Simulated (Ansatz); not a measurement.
## Kick test of a cell of Al3GaAs4

The structure comes from a generated guess, relaxed at this level; another structure or a mixture of phases may lie lower.

The calculation used Ansatz 0.2.0, DFT PBE, scalar-relativistic, plane waves, PAW. Plane waves to 420 eV, a k mesh through Γ of 8×4×6 on the computed 8-atom cell and Gaussian smearing (0.02 eV); no spin polarisation.

The cell below (8 atoms, space group Pmm2 (No. 25)) is relaxed within its symmetry.

```
Al Ga As
1.0
     4.05525    0.00000    0.00000
     0.00000    8.10950    0.00000
     0.00000    0.00000    5.72949
Al Ga As
3 1 4
Direct
  0.00000 0.00000 0.00035
  0.50000 0.24973 0.50001
  0.50000 0.75027 0.50001
  0.00000 0.50000 0.99984
  0.00000 0.75080 0.74913
  0.50000 0.00000 0.24988
  0.00000 0.24920 0.74913
  0.50000 0.50000 0.25164
```

For the test it was strained at random (σ = 1.5 % a component), the atoms were moved at random (σ = 0.15 Å), and all was relaxed again on a coarse 4×2×2 mesh (in the run’s order of axes) with 0.10 eV smearing, with no symmetry imposed.

Question: Is the structure stable against such a distortion?

Answer: It returns, within 1 meV/atom of the unmoved cell on that mesh and with the same symmetry when read at 0.1 Å. No instability shows in this cell; modes of other wave vectors, which need another repeat, aren't tested.
